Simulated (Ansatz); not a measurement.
A geometry of CsPbBr₃ away from equilibrium: the start of the relaxation of a generated cell, CsPbBr3 built in the AFLOW prototype ABC3_hR10_161_a_a_b (as in LiNbO3). Calculation: PBEsol (plane waves to 420 eV, PAW, scalar-relativistic; Ansatz, a program for electronic structure). Γ-centred k-mesh 4×4×4 on the run's cell (coarser than for final values), Fermi–Dirac smearing 0.05 eV.

```xyz
10
Lattice="4.1622 2.4030 7.3280 -4.1622 2.4030 7.3280 0.0000 -4.8061 7.3280" Properties=species:S:1:pos:R:3 pbc="T T T"
Cs     0.0000     0.0000     6.3204
Cs     0.0000     0.0000    17.3124
Pb     0.0000     0.0000     0.2814
Pb     0.0000     0.0000    11.2734
Br     2.5202     0.3895     9.1599
Br    -1.5975     1.9878     9.1599
Br    -0.9228    -2.3773     9.1599
Br     0.9228     2.4288    12.8240
Br    -2.5647    -0.4152    12.8240
Br     1.6420    -2.0135    12.8240
```

Task: Which atoms carry the largest force, and which way does it point?

Result: 0.51 eV/Å, on Br5, Br6, Br7, Br8, Br9, Br10 (atoms numbered as listed); on Br5 its components are (-0.17, 0.47, -0.12).

Task: What is the pressure?

Result: -1.4 GPa, compression positive.

Task: How much energy per atom can still be gained by relaxing?

Result: 0.07 eV/atom; the path ends in R3c (No. 161).

No spin polarisation in the result.

The run could not lose the symmetry of its start: the end is stationary, and may be a saddle point rather than a minimum.

The end of the path is a generated cell of CsPbBr3: the first start was made by placing the elements on the sites of a structure type, and the end was not matched to a known phase here, so it may be hypothetical. Known forms of CsPbBr3 include space group No. 62, 221.
